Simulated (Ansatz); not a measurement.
In2Se3:
Space group P-3m1 (No. 164); a = b = 3.9741 Å, c = 9.8698 Å, α = β = 90.00°, γ = 120.00°

| atom | site | symmetry | x | y | z |
|---|---|---|---|---|---|
| In | 2d | 3m. | 0.3333 | 0.6667 | 0.1893 |
| Se | 1a | -3m. | 0.0000 | 0.0000 | 0.0000 |
| Se | 2d | 3m. | 0.6667 | 0.3333 | 0.3234 |

Relaxed with r²SCAN. r²SCAN in the plane-wave PAW code Ansatz gives a gap of 0.51 eV.

Problem. What gap does HSE06 give on the same cell (Ansatz, PAW)?

Solution. 0.82 eV, 0.32 eV more. The hybrid was solved on a coarser mesh and at special points; its gap is the smallest among all of these.

```json
[
 {"k": "Γ", "v1 r²SCAN": "-0.15", "c1 r²SCAN": "1.49", "v1 HSE06": "(withheld)", "c1 HSE06": "(withheld)"},
 {"k": "A", "v1 r²SCAN": "-0.22", "c1 r²SCAN": "2.45", "v1 HSE06": "(withheld)", "c1 HSE06": "(withheld)"},
 {"k": "K", "v1 r²SCAN": "-0.66", "c1 r²SCAN": "2.44", "v1 HSE06": "-0.68", "c1 HSE06": "2.88"},
 {"k": "H", "v1 r²SCAN": "-0.85", "c1 r²SCAN": "2.80", "v1 HSE06": "(withheld)", "c1 HSE06": "(withheld)"},
 {"k": "M", "v1 r²SCAN": "-0.38", "c1 r²SCAN": "0.51", "v1 HSE06": "-0.38", "c1 HSE06": "0.82"},
 {"k": "L", "v1 r²SCAN": "-0.16", "c1 r²SCAN": "0.89", "v1 HSE06": "(withheld)", "c1 HSE06": "(withheld)"}
]
```

Problem. Top valence (v1) and lowest conduction level (c1) in eV from each method's valence maximum (which need not be a listed point): supply the withheld HSE06 values.

Solution. 
- A, v1 HSE06: -0.23
- A, c1 HSE06: 2.81
- L, v1 HSE06: -0.19
- L, c1 HSE06: 1.21
- H, v1 HSE06: -0.88
- H, c1 HSE06: 3.27
- Γ, v1 HSE06: -0.16
- Γ, c1 HSE06: 1.80

Cost on shared cores: the r²SCAN run (SCF on a 8×8×3 mesh, then bands and DOS) very roughly 2.0 core-minutes, the HSE06 run (SCF on 5×5×2, then a few points) around 3 core-minutes (rough); the tasks are unlike.

A made-up cell: these elements were put on the sites of a structure type; neither database checked (COD, Materials Project) lists it. COD files the formula under space group No. 160, 166, 169, 170, so this cell is another polymorph or a model. Whether it is the stable phase at ambient conditions was not checked. Symmetry was held in the r²SCAN relaxation; whether a distortion lowers the energy is not shown. Scalar-relativistic: spin–orbit coupling is off unless named, which matters more the heavier the elements.

Potentials: the earlier of the program's two PAW sets.
